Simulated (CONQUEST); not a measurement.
## Relaxation of the atoms of ZnS (F-43m, 8 atoms in the cell; from Materials Project mp-10695) at several settings

```yaml
crystal:
  lattice:
    - [5.38737, 0.00000, 0.00000]
    - [0.00000, 5.38737, 0.00000]
    - [0.00000, 0.00000, 5.38737]
  atoms:
    - { symbol: Zn, position: [0.00000, 0.00000, 0.00000] }
    - { symbol: Zn, position: [0.00000, 0.50000, 0.50000] }
    - { symbol: Zn, position: [0.50000, 0.00000, 0.50000] }
    - { symbol: Zn, position: [0.50000, 0.50000, 0.00000] }
    - { symbol: S, position: [0.25000, 0.25000, 0.75000] }
    - { symbol: S, position: [0.25000, 0.75000, 0.25000] }
    - { symbol: S, position: [0.75000, 0.25000, 0.25000] }
    - { symbol: S, position: [0.75000, 0.75000, 0.75000] }
```

Base: PBE, numerical atomic orbitals double-zeta with polarisation (the shipped basis), PseudoDojo norm-conserving potentials made for PBE (CONQUEST 1.3). Its settings: basis = DZP; Diag.MPMeshX, Y, Z = 5 5 5; potentials = PseudoDojo norm-conserving PBE; Grid.GridCutoff = 140 Ha; DM.SolutionMethod = diagon; Diag.MPShiftX = 0.10000000; Diag.MPShiftY = 0.10000000; Diag.MPShiftZ = 0.10000000; Diag.kT = 0.0001 Ha; minE.SCTolerance = 1.0e-07; SC.MaxIters = 100; SC.LinearMixingFactor = 0.3; AtomMove.TypeOfRun = static. Starting volume 19.55 Å³ per atom.

Each line gives the change from the base single point and the result:

- atoms moved at random; AtomMove.TypeOfRun: static → cg; AtomMove.NumSteps: default → 40; AtomMove.MaxForceTol: default → 1.94e-03 Ha/bohr; AtomMove.ReuseDM: default → true: pressure 4.75 GPa; largest force (vector length) 0.065 eV/Å; relaxation steps 1; free energy against the base single point 0.1 meV/atom.
- atoms moved at random; AtomMove.TypeOfRun: static → cg; AtomMove.NumSteps: default → 40; AtomMove.MaxForceTol: default → 9.72e-05 Ha/bohr; AtomMove.ReuseDM: default → true: pressure 4.75 GPa; largest force (vector length) 0.006 eV/Å; relaxation steps 4; free energy against the base single point 0.0 meV/atom.
- atoms moved at random; AtomMove.TypeOfRun: static → cg; AtomMove.NumSteps: default → 40; AtomMove.MaxForceTol: default → 5.83e-04 Ha/bohr; AtomMove.ReuseDM: default → true: pressure 4.74 GPa; largest force (vector length) 0.011 eV/Å; relaxation steps 2; free energy against the base single point 0.0 meV/atom.

The program uses no crystal symmetry, so grid and mesh can part values that symmetry would make equal. The atom-centred basis is finite, which shifts total energies and pressures against plane waves. The structure comes from a collection of computed structures, made at another level of theory; the collection holds predicted forms beside known ones.
